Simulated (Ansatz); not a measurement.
Ge₂Rh in space group Cmcm (No. 63; Ge on 4c, Ge on 4c, Rh on 4c) at seven volumes, PBE in the plane-wave PAW code Ansatz, shape and atoms relaxed at each. One row is withheld.

```csv
V (Å³/atom),P (GPa)
14.606,13.88
15.087,8.41
15.569,3.84
16.050,0.00
16.532,?
17.013,-5.80
17.495,-7.92
```

Task: Fit the shown pressures and predict the withheld one.

Result: P = (3/2)B₀(x^(7/2) − x^(5/2))[1 + (3/4)(B′ − 4)(x − 1)] with x = (V₀/V)^(2/3). Least squares on the six rows gives V₀ = 16.053 Å³/atom, B₀ = 115 GPa, B′ = 5.16. At V = 16.532, x = 0.9806 and P = -3.13 GPa. The run itself gave -3.18 GPa.

The cell is a constructed one: a structure type filled with these elements; neither database checked (COD, Materials Project) lists it. Whether it is the stable phase at ambient conditions was not checked. Symmetry was held in the PBE relaxation; whether a distortion lowers the energy is not shown. No spin polarisation was allowed.

Potentials: the later of the program's two PAW sets.
